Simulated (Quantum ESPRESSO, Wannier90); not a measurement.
## Wannierisation of ZrBrN (R-3m)

```xyz
6
Lattice="-1.8271 3.1646 0.0000 -3.6541 0.0000 0.0000 -1.8271 1.0549 10.1508" Properties=species:S:1:pos:R:3 pbc="T T T"
Zr     0.0000     0.0000    -3.7770
Zr     0.0000     0.0000     3.7770
Br    -1.8271     1.0549    -1.7976
Br     1.8271    -1.0549     1.7976
N     -1.8271     1.0549     4.2111
N      1.8271    -1.0549    -4.2111
```

Structure: Materials Project mp-541912, symmetrised, not relaxed again. Not found in the COD (Crystallography Open Database) copy used, which has the formula in other groups; not checked further. Method: PBEsol plane waves in Quantum ESPRESSO 7.5 (PseudoDojo norm-conserving files, 68 Ry, spinors with spin-orbit coupling), Bloch states on a 4×4×4 mesh through Γ, Wannier90 4.0.1. Density: 10×10×10 mesh, cold smearing 0.01 Ry. The cell is built of weakly bound layers, chains or molecules. Database cells relaxed without dispersion often hold them too far apart, which can enlarge gaps and weakens couplings between them; spacing and stacking were not compared with the measured crystal.

Bands 17-48 form an isolated set from -14.82 to 0.00 eV relative to the valence-band maximum (on the path) and are turned into 32 Wannier functions by minimising the spread from the start: SCDM (isolated).

Where do the functions sit, how wide are they and what are they made of?


| functions | spread (Å²) | nearest atom, distance (Å) | second atom, distance (Å) | weight on atomic waves |
|---|---|---|---|---|
| 4 | 1.54 | N 0.53 | Zr 1.63 | N 2p 51 %, Zr 4d 26 %, N 2s 16 % |
| 12 | 1.42 | N 0.48 | Zr 1.67 | N 2p 50 %, Zr 4d 24 %, N 2s 19 % |
| 12 | 1.37 | Br 0.61 | Zr 2.30 | Br 4p 69 %, Br 4s 18 %, Zr 4d 9 % |
| 4 | 1.30 | Br 0.40 | Zr 3.18 | Br 4p 56 %, Br 4s 41 % |

Ω_I = 38.55 Å², Ω_total = 44.84 Å²; the interpolated bands follow pw.x to 17 meV rms on the path. It is the lowest total spread that any start reached here.
